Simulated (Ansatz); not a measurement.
Carriers in NaF (Fm-3m)

```yaml
crystal:
  lattice:
    - [0.00000, 2.31510, 2.31510]
    - [2.31510, 0.00000, 2.31510]
    - [2.31510, 2.31510, 0.00000]
  atoms:
    - { symbol: Na, position: [0.00000, 0.00000, 0.00000] }
    - { symbol: F, position: [0.50000, 0.50000, 0.50000] }
```

Level of theory, where no other is named: PBEsol, all-electron LAPW in Ansatz 0.2.0, scalar-relativistic. k mesh 10×10×10, fixed occupations, basis error target 1 meV/atom. The cell was relaxed by PAW under this functional.

Extrema are searched on a 14×14×14 mesh and refined by Newton steps; masses come from band slopes 0.005 Å⁻¹ away, 1/m* = (1/ħ²) d²E/dk², negative for holes (the finite step makes the lightest masses up to about 3 % heavy). k is in units of the reciprocal vectors.

Where are the band edges, and is the gap direct?

The valence maximum lies at Gamma (0.000, 0.000, 0.000) and the conduction minimum at Gamma (0.000, 0.000, 0.000), so the Kohn-Sham gap of 6.184 eV is direct.

What are the electron masses at the edge?

The principal masses are 0.557, 0.557, 0.557 mₑ. One valley has a density-of-states mass (m₁m₂m₃)^(1/3) = 0.557; the direction-averaged conductivity mass 3/Σ(1/mᵢ) is 0.557 mₑ.

Several bands lie at or near the hole edge, or its surface isn't an ellipsoid. What are the masses by direction?

| direction | branch from the edge | its level at the point (eV from the edge) | m*/mₑ |
| --- | --- | --- | --- |
| 100 | 1 | 0.000 | -6.18 |
| 100 | 2 | 0.000 | -6.18 |
| 100 | 3 | 0.000 | -1.04 |
| 110 | 1 | 0.000 | -9.41 |
| 110 | 2 | 0.000 | -6.18 |
| 110 | 3 | 0.000 | -0.986 |
| 111 | 1 | 0.000 | -8.01 |
| 111 | 2 | 0.000 | -8.01 |
| 111 | 3 | 0.000 | -0.968 |
| 11-2 | 1 | 0.000 | -8.06 |
| 11-2 | 2 | 0.000 | -6.98 |
| 11-2 | 3 | 0.000 | -0.985 |

Along the Cartesian direction 110 the conduction slope is 0.06841 eV·Å one step out. What is it four steps out, and what does that say?

0.2735 eV·Å, 3.997 times the first; a parabola would give 4, so the band is nearly parabolic here.

What electronic dielectric constant and refractive index follow from the same bands (independent particles)?

ε∞ = (1.87, 1.87, 1.87), so n ≈ √ε∞ = 1.37 (mean over directions) well under the gap and the normal reflectivity is ((n − 1)/(n + 1))² = 0.024. Local fields, left out here, lower ε∞ by several per cent.

What gap does PAW give in the same cell?

6.195 eV, 11 meV from the LAPW value.

Cells strained by ±0.5 % (all lengths, zz alone, equal engineering shears γ in yz, zx, xy; ions relaxed) give deformation potentials. How do the edge levels move, in eV per unit strain against the centre of the top valence set?

```csv
point,k,side,bands,level (eV),d/dlnV,d/dε_zz,d/dγ,split/ε_zz,split/γ
Gamma,0.00 0.00 0.00,valence,3,0.000,0.00,0.00,0.00*,0.06,4.07
Gamma,0.00 0.00 0.00,conduction,1,6.184,-5.20,-5.19,0.00*,–,–
X,-0.50 0.00 -0.50,valence,2,-0.412,0.49,-0.07,0.00*,1.53,4.25
X,-0.50 -0.50 0.00,valence,2,-0.412,0.49,1.60,0.00*,0.00,4.25
L,-0.50 0.00 0.00,valence,2,-0.259,0.52,0.52,-0.89,0.78,3.06
L,-0.50 0.00 0.00,conduction,1,10.628,-5.98,-5.98,0.25,–,–
L,-0.50 -0.50 -0.50,valence,2,-0.259,0.52,0.52,2.66,0.78,0.00
L,-0.50 -0.50 -0.50,conduction,1,10.628,-5.98,-5.98,-0.76,–,–
```

For the triplet at Γ the single level moves against the pair by 3bε_zz and by 3√3 d (γ/2), so b = 0.02 eV and d = -1.57 eV.

Sets with another level within 0.15 eV are left out, since it mixes in under strain; the reference set stays in any case. Entries marked * vanish by symmetry to first order; what they show is the residue of the finite step. These cells use a basis error target of 0.5 meV/atom.

Caveats: semilocal gaps are low, and what follows the gap (onsets, screening, light masses) shifts with it; without spin-orbit coupling, bands that meet at the valence top are not the light and heavy holes of experiment; the frozen-core PAW files of the compared runs were fitted under PBE, their cores solved anew for this functional.
